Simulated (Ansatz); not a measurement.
## One run on NiPt (P4/mmm): parallel moments

Method: Ansatz 0.2.0, DFT, LDA, all-electron LAPW, scalar-relativistic.

Command: `ansatz run input.yaml --threads 1 --pin off --max-ram 3072MiB --backend cpu --events-out ev --progress --plain --runs-dir out`

```yaml
crystal:
  lattice:
    - [2.7099397941, 0.0, 0.0]
    - [0.0, 2.7099397941, 0.0]
    - [0.0, 0.0, 3.57832]
  atoms:
    - { symbol: Ni, position: [0.5, 0.5, 0.5], spin: 1.5 }
    - { symbol: Pt, position: [0.0, 0.0, 0.0], spin: 0.6 }
magnetization:
  spin_polarized: true
kpoints:
  mp_grid: { grid: [11, 11, 8] }
scf:
  occupations: { method: fermi_dirac, width: 0.1 }
  lower_state_search: "off"
hamiltonian:
  xc: lda
  pseudopotentials: { kind: all_electron, lapw: { basis_error: 0.001 } }
output:
  forces: true
  stress: true
  eigenvalues: true
  populations: true
```

Log:

```
Ni: projections on atomic orbitals take those of the free atom 1s2 2s2 2p6 3s2 3p6 3d8 4s2, of charge +0.00 (hamiltonian.pseudopotentials.projection_atoms)
Pt: projections on atomic orbitals take those of the free atom 1s2 2s2 2p6 3s2 3p6 3d10 4s2 4p6 4d10 4f14 5s2 5p6 5d9 6s1, of charge +0.00 (hamiltonian.pseudopotentials.projection_atoms)
LAPW: plane waves up to 8.744 Å⁻¹, error target 1.0e-3 eV per atom; small_component_spin mean_spin; Ni in spheres of 1.279 Å, 18 of its electrons in bands, Dirac shells []; Pt in spheres of 1.343 Å, 42 of its electrons in bands, Dirac shells [] (how accurate: hamiltonian.pseudopotentials.lapw.basis_error, Limitations)
Engine: ansatz 0.2.0
Pseudopotentials: kind: all_electron
Pseudopotential: Ni, LAPW, valence charge 18, lapw/all_electron/scalar/gaussian/Ni, Koelling and Harmon's equation, gaussian nucleus
Pseudopotential: Pt, LAPW, valence charge 42, lapw/all_electron/scalar/gaussian/Pt, Koelling and Harmon's equation, gaussian nucleus
Functional definition: SPW92
  exchange = slater_x
  correlation = pw_c
Crystal: 2 atoms, lattice volume = 26.278 Å³
Basis set: ecut = 291.2713294957834 eV, 309 PW (Γ), exchange–correlation at level 2
Bands: 38, of which v1, the nominal top of the filled ones, is band 30 counted from 1 (29 counted from 0)
Symmetry: 16 space group operations
Space group: P4/mmm (ITA 123), of the structure as read, at distance tolerance 3.0e-5 Å
Magnetic group: BNS 123.339 (UNI 999), of the structure as read, at distance tolerance 3.0e-5 Å
k-points: 105 of 968
Non-local potential: Ni, projectors of the file, none
Non-local potential: Pt, projectors of the file, none
Initial density: superposition of atomic densities (chi_scale 0.1, normalization cell)
Starting moments: Σ|m| = 2.1 μB on 2 of 2 sites
Initial wavefunctions: plane waves of lowest kinetic energy (no species holds an atomic orbital)
Functional: x = slater, c = lda
[...]
  E_atoms      = -541980.285782  (free atoms, spherical and without spin; not in F)
  Σ components = -541996.263016   (vs F -541996.263016, Δ=0.00e0)
  Basis errors (estimates in eV, not in F): energy 2.4e-4 per atom: plane waves 2.1e-4 (1.1e-4 summed), levels above the bands 1.7e-86, relativity 7.8e-9, radial functions 3.3e-5, core shells 2.9e-7; eigenvalues (radial functions only) 2.0e-6; not estimated: angular momenta, meshes, grids; target (lapw.basis_error) 1.0e-3; muffin-tin radii Ni 1.279 Å, Pt 1.343 Å
--- Forces (eV/Å), atoms counted from 1 ---
  atom   1  Ni    -0.00000000     0.00000000     0.00000000
  atom   2  Pt    -0.00000000     0.00000000     0.00000000
  max |Σ_I F_I| component: 3.39e-32 eV/Å
--- Stress (GPa, compression-positive) ---
      -12.899413       0.000000       0.000000
        0.000000     -12.899413       0.000000
        0.000000       0.000000     -11.547311
  P = ⅓ Tr σ = -12.4487 GPa (-124.487 kbar)
--- Band table (eV; the first three rows and the last of 210) ---
  k-point 0 ↑: bands = ["-279.3439", "-279.3120", "-279.3120", "-279.2915", "-279.2877", "-78.7893", "-74.9929", "-43.5550", "-43.5421", "-43.5421", "-43.5164", "-43.5078", "-43.5078", "-43.5058", "-39.6551", "-39.5677", "-39.5677", "-29.0694", "-28.9847", "-28.9847", "13.9315", "17.5923", "17.6540", "20.6748", "20.6748", "21.5908", "22.1280", "22.7042", "23.5677", "23.7408", "23.7408", "26.6497", …
  k-point 1 ↑: bands = ["-279.3439", "-279.3120", "-279.3120", "-279.2915", "-279.2877", "-78.7892", "-74.9929", "-43.5550", "-43.5421", "-43.5421", "-43.5164", "-43.5078", "-43.5078", "-43.5059", "-39.6551", "-39.5677", "-39.5677", "-29.0717", "-28.9848", "-28.9848", "14.1406", "17.6455", "17.7356", "20.7452", "20.7452", "21.5055", "22.1750", "22.6235", "23.5131", "23.5471", "23.5471", "25.6735", …
  k-point 2 ↑: bands = ["-279.3439", "-279.3120", "-279.3120", "-279.2915", "-279.2877", "-78.7892", "-74.9930", "-43.5550", "-43.5421", "-43.5421", "-43.5164", "-43.5078", "-43.5078", "-43.5059", "-39.6551", "-39.5676", "-39.5676", "-29.0770", "-28.9848", "-28.9848", "14.7254", "17.7839", "17.9355", "20.9555", "20.9555", "21.2904", "22.3078", "22.4030", "23.0598", "23.0598", "23.3617", "23.8071", …
  k-point 104 ↓: bands = ["-279.3254", "-279.2902", "-279.2902", "-279.2734", "-279.2700", "-78.2616", "-74.8569", "-43.5221", "-43.5184", "-43.5184", "-43.4864", "-43.4798", "-43.4798", "-43.4781", "-39.1346", "-39.1098", "-39.1097", "-29.1483", "-29.1481", "-28.8927", "17.7655", "18.8360", "18.9086", "20.9138", "21.2600", "21.3081", "22.4299", "22.7626", "23.5370", "24.3954", "29.8860", "30.6022 …
--- Löwdin populations: 2 sites ---
  site symbol       q [e]    m [muB]
     0     Ni     27.6378     0.4309
     1     Pt     78.0065     0.1951
  spilling = 0.003355 (of n_electrons = 106.000000)
```

populations.tsv:

```
# site	symbol	l	j	q_up	q_dn
# orbitals = lowdin
# n_electrons = 106.000000
# spilling = 0.003355
# projection_atom_Ni: 1s2 2s2 2p6 3s2 3p6 3d8 4s2
# projection_atom_Pt: 1s2 2s2 2p6 3s2 3p6 3d10 4s2 4p6 4d10 4f14 5s2 5p6 5d9 6s1
0	Ni	0_1S	-	0.999995	0.999995
0	Ni	0_2S	-	0.999793	0.999796
0	Ni	0_3S	-	0.995470	0.995543
0	Ni	0_4S	-	0.429129	0.434157
0	Ni	1_2P	-	2.999995	2.999996
0	Ni	1_3P	-	2.999585	2.999535
0	Ni	2_3D	-	4.610397	4.174460
1	Pt	0_1S	-	1.000000	1.000000
1	Pt	0_2S	-	0.999995	0.999995
1	Pt	0_3S	-	0.999945	0.999945
1	Pt	0_4S	-	0.999444	0.999444
1	Pt	0_5S	-	0.991951	0.991937
1	Pt	0_6S	-	0.532906	0.536191
1	Pt	1_2P	-	3.000000	3.000000
1	Pt	1_3P	-	2.999998	2.999998
1	Pt	1_4P	-	2.999982	2.999982
1	Pt	1_5P	-	2.998425	2.998422
1	Pt	2_3D	-	4.999999	4.999999
1	Pt	2_4D	-	4.999989	4.999989
1	Pt	2_5D	-	4.578157	4.379805
1	Pt	3_4F	-	6.999987	6.999986
```

Site moments (μB): Ni1 0.44, Pt2 0.19. Cell moment 0.61 μB.

The magnetic group in the log treats spin as a scalar label, without spin–orbit coupling.

The Ansatz runs typed with the search for lower states off end where their start leads. Spin–orbit coupling is left out although heavy atoms are present. None of this fixes the real material's magnetic order: only patterns that fit the cell were computed, at zero temperature, with a functional that can overstate moments.

It took 2.3 min on 1 thread of Intel(R) Xeon(R) Platinum 8259CL CPU @ 2.50GHz (Skylake/Cascade Lake) (shared host), peak memory 0.8 GiB.
